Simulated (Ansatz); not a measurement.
Relaxed Cu (fcc, Cu type):

```xyz
2
Lattice="0.0000 3.6297 3.6297 1.8148 0.0000 1.8148 1.8148 1.8148 0.0000" Properties=species:S:1:pos:R:3 pbc="T T T"
Cu     0.0000     0.0000     0.0000
Cu     1.8148     1.8148     3.6297
```

A phonon eigenvector at L = (0.5, 0.0, 0.0) is frozen into this cell: atom i moves by Q times the vector below, so Q is the largest atomic displacement, in Å. The cell is held. (q is in reciprocal vectors of the primitive cell; the cell shown is doubled to hold the pattern.)

| atom | x | y | z |
|---|---|---|---|
| Cu1 | -0.577 | 0.577 | 0.577 |
| Cu2 | 0.577 | -0.577 | -0.577 |

Method: PBE (plane waves to 420 eV, PAW, scalar-relativistic; Ansatz, an electronic-structure program). k mesh 11×22×22 (Γ-centred), Fermi-Dirac smearing 0.05 eV. With partly filled bands, energies and forces of such displacements shift with the k mesh and the smearing. Cu is run without spin polarisation. Cu was relaxed with its symmetry unable to fall.

At one point of the scan the forces (eV/Å) are:

```json
[
 {"atom": "Cu1", "Fx": "2.588", "Fy": "-2.588", "Fz": "-2.588"},
 {"atom": "Cu2", "Fx": "-2.588", "Fy": "2.588", "Fz": "2.588"}
]
```

Q: Which point is it?
A. Q = 0.140 Å
B. Q = 0.187 Å
C. Q = 0.233 Å
D. Q = 0.093 Å

A: C, Q = 0.233 Å

(A displaced cell: forces are minus the slopes of the energy, force constants its curvatures, and phonons follow from these.)
